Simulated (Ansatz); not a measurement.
Given:

InP:
```cif
data_In4P4
_chemical_formula_sum 'In4 P4'
_space_group_name_H-M_alt 'P42/mnm'
_space_group_IT_number 136
_space_group_name_Hall '-P 4n 2n'
_cell_length_a 7.17499
_cell_length_b 7.17499
_cell_length_c 4.16341
_cell_angle_alpha 90.000
_cell_angle_beta 90.000
_cell_angle_gamma 90.000
loop_
_atom_site_label
_atom_site_type_symbol
_atom_site_symmetry_multiplicity
_atom_site_Wyckoff_symbol
_atom_site_fract_x
_atom_site_fract_y
_atom_site_fract_z
_atom_site_occupancy
In1 In 4 g 0.17819 0.17819 0.50000 1
P1 P 4 f 0.31930 0.31930 0.00000 1
```

This is the PBEsol-relaxed structure.

Task: All from plane-wave PAW PBEsol (Ansatz code), unless another level is named. Give the electron effective mass.

Result: 0.056, 0.061, 0.061 mₑ (principal values).

Task: And the HSE06 gap on the PBEsol cell?

Result: 1.58 eV.

Task: Give the formation energy from the elements (no fitted shifts).

Result: -0.14 eV/atom.

Task: Next, the gap with spin–orbit coupling?

Result: 0.68 eV.

Task: And the band gap?

Result: 0.71 eV (smallest direct gap 0.71 eV).

Task: Predict the valence-band maximum.

Result: on the M–Γ line, 92 % of the way from M.

Space group P4_2/mnm. The start of the workflow was typed in or built on a structure type; neither database checked (COD, Materials Project) lists it. It is not the phase usual at ambient conditions (space group No. 216). The cell was relaxed with PBEsol under the symmetry of its start; whether a distortion lowers the energy is not shown. The volume moved by 20 % from the start of the relaxation. The references are the lowest solids computed at this level, not always the standard phases. Spin–orbit coupling is left out wherever it is not named.

Potentials: the earlier of the program's two PAW sets. The files were generated under PBE; for other functionals the program regenerates the frozen cores, and for LDA and PBEsol the local potential too.
